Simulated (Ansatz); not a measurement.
**Structures of Li₂Sn: which is lowest?**

Plane-wave DFT in Ansatz with scalar-relativistic PAW potentials, cutoff 420 eV, Γ-centred meshes chosen by cell and gap, Gaussian smearing with energies taken to zero width. Every cell was relaxed (cell and atoms) in a run of its own, within the symmetry of its start. Functional: PBE.

Relaxed structures (starts from databases or built by putting these elements on another compound's sites):
A. P6/mmm, 3 atoms in the computed cell, a = 4.670 Å, c = 2.998 Å; sites (symmetry × multiplicity) Li -6m2 × 2, Sn 6/mmm × 1; start: built
B. Fm-3m, 3 atoms in the computed cell, a = 6.560 Å; sites (symmetry × multiplicity) Li -43m × 8, Sn m-3m × 4; start: built
C. I4_1/amd, 6 atoms in the computed cell, a = 3.283 Å, c = 24.510 Å; sites (symmetry × multiplicity) Li 2mm. × 8, Sn -4m2 × 4; start: built

Question: Rank them by energy. Could pressure change the order?

Answer:
| structure | group | E − E(lowest) (meV/atom) | V (Å³/atom) | gap on mesh (eV) |
| --- | --- | --- | --- | --- |
| A | P6/mmm | 0.0 | 18.88 | 0.00 |
| C | I4_1/amd | 150 | 22.01 | 0.00 |
| B | Fm-3m | 312 | 23.53 | 0.00 |

A is lowest, 150 meV/atom under C. The lowest is also the densest of these, so pressure wouldn't bring one of the others in at first order. Other structures may lie lower than all of these, and vibrations aren't counted.